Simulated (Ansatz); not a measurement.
The calculation used Ansatz 0.2.0, DFT PBE, scalar-relativistic, plane waves, PAW. Cutoff 420 eV, Γ-centred meshes of about 0.25 Å⁻¹ or finer for metals and 0.3 Å⁻¹ for insulators (2π included), Gaussian smearing. No spin polarisation.

All energies are static (0 K, no zero-point motion).

Compare these two cells of Si3C4, each relaxed at this level.

1.

```cif
data_structure
_symmetry_space_group_name_H-M 'Pmm2'
_symmetry_Int_Tables_number 25
_cell_length_a 3.1311
_cell_length_b 7.1352
_cell_length_c 4.8186
_cell_angle_alpha 90.000
_cell_angle_beta 90.000
_cell_angle_gamma 90.000
_cell_volume 107.65
loop_
_atom_site_label
_atom_site_type_symbol
_atom_site_symmetry_multiplicity
_atom_site_Wyckoff_symbol
_atom_site_fract_x
_atom_site_fract_y
_atom_site_fract_z
_atom_site_occupancy
Si1 Si 1 c 0.50000 0.00000 0.53982 1
Si2 Si 2 h 0.50000 0.25888 0.86442 1
C1 C 2 h 0.50000 0.90675 0.16590 1
C2 C 2 g 0.00000 0.59652 0.85919 1
```

2.

```cif
data_structure
_symmetry_space_group_name_H-M 'P-3m1'
_symmetry_Int_Tables_number 164
_cell_length_a 3.0042
_cell_length_b 3.0042
_cell_length_c 8.8932
_cell_angle_alpha 90.000
_cell_angle_beta 90.000
_cell_angle_gamma 120.000
_cell_volume 69.51
loop_
_atom_site_label
_atom_site_type_symbol
_atom_site_symmetry_multiplicity
_atom_site_Wyckoff_symbol
_atom_site_fract_x
_atom_site_fract_y
_atom_site_fract_z
_atom_site_occupancy
Si1 Si 1 b 0.00000 0.00000 0.50000 1
Si2 Si 2 d 0.66667 0.33333 0.17271 1
C1 C 2 c 0.00000 0.00000 0.08587 1
C2 C 2 d 0.33333 0.66667 0.62166 1
```

Question: Which is lower in energy, and by how much?

Answer: Cell 2 is lower, by 245 meV/atom. Cell 1 has space group Pmm2 (No. 25), 15.4 Å³/atom and no gap on its mesh; cell 2 has space group P-3m1 (No. 164), 9.9 Å³/atom and no gap. Counting C atoms around Si (those within 1.25 times the shortest such distance or 1.15 times the sum of covalent radii, 1.27 where that leaves under three; a slash parts the counts of unlike sites), cell 1 has Si 2/3 and cell 2 has Si 4/6. Cell 1 holds Si–Si units of three or more atoms (shortest 2.42 Å) and C–C pairs (shortest 1.33 Å); cell 2 holds C–C pairs (shortest 1.53 Å). The denser one is the lower, and pressure would at first widen the difference. Even the lower one lies +0.44 eV/atom against the reference forms of the elements (uncorrected), so neither is stable at this level. Both come from trial cells of a structure search.

Trial moments fell under 0.15 μB along the way in Pmm2 and P-3m1; another start might hold them. With atoms moved at random, cell 2 came back. Cell 1 had no clear such test and can be a saddle point.
